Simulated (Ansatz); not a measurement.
LaN:
```yaml
crystal:
  lattice:
    - [0.00000, 2.80226, 2.80226]
    - [2.80226, 0.00000, 2.80226]
    - [2.80226, 2.80226, 0.00000]
  atoms:
    - { symbol: N, position: [0.25000, 0.25000, 0.25000] }
    - { symbol: La, position: [0.00000, 0.00000, 0.00000] }
```

The program Ansatz at the r²SCAN level (PAW) gives a gap of 1.51 eV without spin–orbit coupling, maximum at X, minimum at Γ.

Q: What happens when spin–orbit coupling is switched on?

A: The gap falls by 0.08 eV, to 1.43 eV; maximum at X, minimum at Γ.

Q: Give the electron effective mass with spin–orbit coupling.

A: 0.40 mₑ (isotropic).

Q: Give the hole effective mass with spin–orbit coupling.

A: 0.70, 1.1, 1.1 mₑ (principal values).

Space group F-43m (zinc blende). The start of the workflow was typed in or built on a structure type; neither database checked (COD, Materials Project) lists it. COD files the formula under space group No. 225. Its standing as an ambient phase is unchecked. Symmetry was held in the r²SCAN relaxation; its stability against distortions is not shown here.

Potentials: the earlier of the program's two PAW sets.
